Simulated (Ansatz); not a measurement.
Ti₃AlB:
```
CELL_PARAMETERS angstrom
      4.26909     0.00000     0.00000
      0.00000     4.26909     0.00000
      0.00000     0.00000     4.26909
ATOMIC_POSITIONS crystal
  Al 0.00000 0.00000 0.00000
  Ti 0.00000 0.50000 0.50000
  Ti 0.50000 0.00000 0.50000
  Ti 0.50000 0.50000 0.00000
  B  0.50000 0.50000 0.50000
```

Relaxed with PBE. Special points in fractions of this cell's reciprocal vectors: Γ (0.000, 0.000, 0.000); X (0.000, 0.500, 0.000); M (0.500, 0.500, 0.000); R (0.500, 0.500, 0.500).

Task: List the band energies nearest the Fermi level at these points for DFT-PBE in the program Ansatz with PAW potentials.

Result: In eV from the Fermi level; about four levels below and three above (degenerate sets whole), none deeper than 8.9 eV; points with the same levels are listed once.

| k | below | above |
|---|---|---|
| Γ | -1.10 -1.10 -1.10 -0.64 -0.64 -0.64 | 1.53 1.53 1.53 |
| X | -1.15 -1.15 -0.67 -0.23 | 0.88 0.91 1.63 1.63 |
| M | -2.01 -1.50 -1.50 -1.19 | 0.39 0.39 0.77 0.77 |
| R | -3.94 -3.94 -3.94 -1.22 -1.22 -1.22 | 0.58 0.58 0.58 |

Space group Pm-3m (anti-perovskite). The start of the workflow was typed in or built on a structure type; neither database checked (COD, Materials Project) lists it. Whether it is the stable phase at ambient conditions was not checked. The PBE relaxation kept the symmetry of its start; its stability against distortions is not shown here. The run is not spin-polarised.

Potentials: the earlier of the program's two PAW sets.
